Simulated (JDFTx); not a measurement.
```yaml
surface: TiSi2(110), Si outermost, slab composition Ti4Si10
bulk: TiSi2, Cmcm, lattice of mp-1077503 (not re-optimised)
slab: 14 atoms in 14 planes, 1x1, 7.4 Å between the outermost planes
in-plane cell: 3.565 × 6.986 Å, 24.91 Å²
cell_height: 23.2 Å
sampling: 6×4×1 k mesh, Fermi smearing 0.01 Ha, no spin polarisation
```

Whether this polymorph is the ambient one wasn't checked. Neither spin polarisation nor a larger cell was tried.

Level of theory: PBE, GBRV ultrasoft potentials, plane waves to 20/100 Ha; code: a modified build of JDFTx. Liquid on both sides: linear PCM (GLSSA13), water, 1 M NaCl; nuclei fixed. 

Charging data:

```
U − U_pzc (V)  σ (μC/cm²)
-------------  ----------
-1.18              -15.00
-0.92              -12.01
-0.72               -9.57
-0.52               -7.07
-0.17               -2.43
0.00                 0.00
0.68                10.56
```

A calculation by hand: a check of Lippmann's equation. The grand free energy per area against the neutral slab, Δγ = [F(N) − F(N₀) − μ(N − N₀)]/2A, is taken from the total energies of the same runs.

```tsv
U − U_pzc (V)	Δγ (mJ/m²)
-1.18	-91.7
-0.92	-57.1
-0.72	-35.5
-0.52	-18.8
-0.17	-2.1
0.00	0.0
0.68	-34.6
```

Δγ is largest at zero charge and falls away from it, as dγ/dU = −σ demands. At -1.18 V the computed -91.7 mJ/m² stands beside -88.5 mJ/m² from the constant-capacitance formula.
